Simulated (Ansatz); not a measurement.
KI:
```
KI
1.0
    0.00000     3.50320     3.50320
    3.50320     0.00000     3.50320
    3.50320     3.50320     0.00000
K I
1 1
Direct
  0.00000   0.00000   0.00000
  0.50000   0.50000   0.50000
```

This is the PBEsol-relaxed structure.

Task: All from PBEsol in the plane-wave PAW code Ansatz, unless another level is named. Give the gap with spin–orbit coupling.

Result: 3.55 eV.

Task: Give the hole effective mass, band 2 of 3 at the edge.

Result: 2.5 along [100], 2.2 along [110], 2.3 along [111] (mₑ).

Task: And the hole effective mass with spin–orbit coupling, band 2 of 2 at the edge?

Result: 0.53 along [100], 0.54 along [110], 0.54 along [111] (mₑ).

Task: Predict the electron effective mass with spin–orbit coupling.

Result: 0.32 mₑ (isotropic).

Task: Give the weight of the valence-edge state by species (Voronoi cells).

Result: I 94 %, K 6 %.

Task: Next, the weight of the conduction-edge state by species (Voronoi cells)?

Result: K 57 %, I 43 %.

Space group Fm-3m (rock salt). The cell was relaxed with PBEsol under the symmetry of its start. Scalar-relativistic: spin–orbit coupling is off unless named, which matters more the heavier the elements.

Potentials: the later of the program's two PAW sets.
